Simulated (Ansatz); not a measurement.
Task: Name crystals whose computed values (r²SCAN in the plane-wave PAW code Ansatz) fall in these windows: Θ_D (K) 430 to 590; B₀ by P(V) fit (GPa) 250 to 320; G_Hill (GPa) 140 to 190.

Result: 

```json
[
 {"crystal": "Rh, fcc (Cu type)", "Θ_D (K)": "499", "B₀ by P(V) fit (GPa)": "282", "G_Hill (GPa)": "162"},
 {"crystal": "HfN, rock salt", "Θ_D (K)": "507", "B₀ by P(V) fit (GPa)": "282", "G_Hill (GPa)": "166"}
]
```
Others may fit too.

All cells were relaxed under the symmetry of their starts (and spin orders); stability against distortions was not tested throughout. Rows with no word on spin ran without spin polarisation. Spin–orbit coupling is left out wherever it is not named.

Potentials: the later of the program's two PAW sets.
